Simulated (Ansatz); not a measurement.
Ge, buckled pentagonal (penta-graphene)-type layer, relaxed and computed with two functionals in Ansatz (plane waves, PAW).

| functional | a (Å) | thickness (Å) |
|---|---|---|
| PBE | ___ | ___ |
| r²SCAN+D4 | 5.573 | 2.51 |

### Question
What belongs in the gaps?

### Answer

- PBE, a (Å): 5.651
- PBE, thickness (Å): 2.60

All cells were relaxed under the symmetry of their starts (and spin orders); stability against distortions was not tested throughout. Scalar-relativistic: spin–orbit coupling is off unless named, which matters more the heavier the elements. Constructed layers (a layer type filled with these elements): Ge, buckled pentagonal (penta-graphene)-type layer; Ge, buckled pentagonal (penta-graphene)-type layer.

Potentials: the later of the program's two PAW sets.

Ansatz (a program for electronic structure) is a plane-wave DFT program.
